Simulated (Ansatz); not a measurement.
Mg (hcp, Mg type)

```xyz
2
Lattice="3.1731 0.0000 0.0000 -1.5865 2.7480 0.0000 0.0000 0.0000 5.1825" Properties=species:S:1:pos:R:3 pbc="T T T"
Mg     0.0000     1.8320     3.8869
Mg     1.5865     0.9160     1.2956
```

E(V) scan at fixed shape, V₀ the volume above. Symmetry pins the atoms to their sites.

Calculation: r2SCAN (plane waves to 500 eV, PAW, scalar-relativistic; Ansatz, a first-principles code). k mesh 18×18×10 (Γ-centred), Fermi-Dirac smearing 0.05 eV. Stress and pressure are positive under compression. Mg was relaxed with its symmetry unable to fall.

At one point of the scan the stress tensor (GPa) is:

```
   10.0      0.0      0.0
    0.0     10.0      0.0
    0.0      0.0      8.8
```

Which point is it?
A. V/V₀ = 0.840
B. V/V₀ = 0.920
C. V/V₀ = 0.880
D. V/V₀ = 0.960

A, V/V₀ = 0.840

(A scan under strain: stresses follow from slopes of the energy per volume, elastic moduli from its curvatures.)
